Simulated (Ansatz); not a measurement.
## Relaxation path: diamond Sn (100), 2 layers

DFT, r2SCAN, PAW with Ansatz's default frozen-core files, scalar-relativistic (Ansatz 0.2.0); a Γ-centred 7×7×1 k mesh, Fermi–Dirac smearing of 0.02 eV, no spin polarisation. The run relaxes the atoms in the fixed cell.

Command: `ansatz run input.yaml --threads 1 --pin off --max-ram 3584MiB --backend cpu --events-out ev --progress --plain --runs-dir out` It took 2.9 min on 1 thread of Arm Neoverse V2 (shared host), peak memory 1.2 GiB.

```yaml
crystal:
  lattice:
    - [4.6431605175, 0.0, 0.0]
    - [0.0, 4.6431605175, 0.0]
    - [0.0, 0.0, 17.6416]
  atoms:
    - { symbol: Sn, position: [0.75, 0.0, 0.453473462] }
    - { symbol: Sn, position: [0.25, 0.0, 0.546526538] }
kpoints:
  mp_grid: { grid: [7, 7, 1] }
scf:
  occupations: { method: fermi_dirac, width: 0.02 }
hamiltonian:
  xc: r2scan
  pseudopotentials: { kind: paw }
output:
  forces: true
  stress: true
  eigenvalues: true
  write_density: true
  write_potential: true
  elf: true
  volumetric_format: npy
relax:
  f_tol: 0.01
  max_steps: 40
efield:
  axis: 3
  amplitude: 0
  dipole_correction: true
```

Each step lists its free energy a cell above the last geometry, and Cartesian positions (Å) with forces (eV/Å).

The first step:

```
step 1  dF = 58.93 meV
  Sn 3.4824 0.0000 8.0000   0.0000 0.0000 0.6733
  Sn 1.1608 0.0000 9.6416   0.0000 0.0000 -0.6733
```

Spin–orbit coupling is left out, which matters for the heavy atoms. The PAW files were made under PBE. Real surfaces of this kind reconstruct, which a 1×1 cell forbids.

Where does the relaxation end, and by which steps?

After 4 geometries, with a shortest distance of 2.753 Å. The further steps:
```
step 2  dF = 13.03 meV
  Sn 3.4824 0.0000 8.1163   0.0000 0.0000 -0.3749
  Sn 1.1608 0.0000 9.5253   0.0000 0.0000 0.3749
step 3  dF = 1.05 meV
  Sn 3.4824 0.0000 8.0709   0.0000 0.0000 0.1021
  Sn 1.1608 0.0000 9.5707   0.0000 0.0000 -0.1021
step 4  dF = 0.00 meV
  Sn 3.4824 0.0000 8.0810   0.0000 0.0000 0.0006
  Sn 1.1608 0.0000 9.5606   0.0000 0.0000 -0.0006
step 5  dF = 0.00 meV  (same geometry, solved once more)
  Sn 3.4824 0.0000 8.0810   0.0000 0.0000 0.0008
  Sn 1.1608 0.0000 9.5606   0.0000 0.0000 -0.0008
```
